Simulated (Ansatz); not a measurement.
The relaxed structure here is a generated cell of TiAu: the first start was made by placing the elements on the sites of a structure type, and the end was not matched to a known phase here, so it may be hypothetical.

A relaxed cell of TiAu (P6₃mc (No. 186)), relaxed on a k-mesh at least as fine as the one used below. Level of theory: PBEsol (plane waves to 420 eV, PAW, scalar-relativistic; Ansatz, an electronic-structure program). Γ-centred k-mesh 9×9×3 on the run's cell (coarser than for final values), Fermi–Dirac smearing 0.05 eV.

```xyz
8
Lattice="4.1872 0.0000 0.0000 -2.0936 3.6262 0.0000 0.0000 0.0000 10.4875" Properties=species:S:1:pos:R:3 pbc="T T T"
Ti     0.0000     0.0000     9.7333
Ti     0.0000     0.0000     4.4895
Ti     0.0000     2.4175     2.6326
Ti     2.0936     1.2087     7.8764
Au     0.0000     0.0000     1.8470
Au     0.0000     0.0000     7.0908
Au     0.0000     2.4175     5.4445
Au     2.0936     1.2087     0.2008
```

The atoms are displaced by (Å):

```tsv
atom	ux	uy	uz
Ti1	-0.078	0.036	0.079
Ti2	0.073	-0.084	-0.022
Ti3	-0.174	0.003	0.130
Ti4	0.156	-0.069	-0.204
Au5	-0.003	0.056	0.044
Au6	0.056	0.021	-0.093
Au7	0.016	-0.069	-0.081
Au8	0.032	0.119	-0.151
```

Problem. What forces (eV/Å) and pressure result?

Solution. 
```tsv
atom	Fx	Fy	Fz
Ti1	0.88	0.47	-1.35
Ti2	-0.75	0.20	-0.04
Ti3	1.48	-0.05	-0.84
Ti4	-1.40	0.99	0.66
Au5	-1.09	-0.03	-0.74
Au6	1.06	-1.01	0.75
Au7	0.47	0.07	0.74
Au8	-0.66	-0.66	0.82
```

Pressure +3.1 GPa.

Problem. Estimate the energy cost of the displacement in the harmonic approximation and compare with the calculation.

Solution. For a harmonic well ΔE = −½ Σ F·u = 0.681 eV a cell, or 85 meV/atom. The calculated energy relative to the undisplaced cell is +0.08 eV/atom, so the harmonic estimate holds well.

The undisplaced cell is probably no minimum: from this displacement the run went on to P4/nmm (No. 129), 0.55 eV/atom below it.

No spin polarisation in the result.
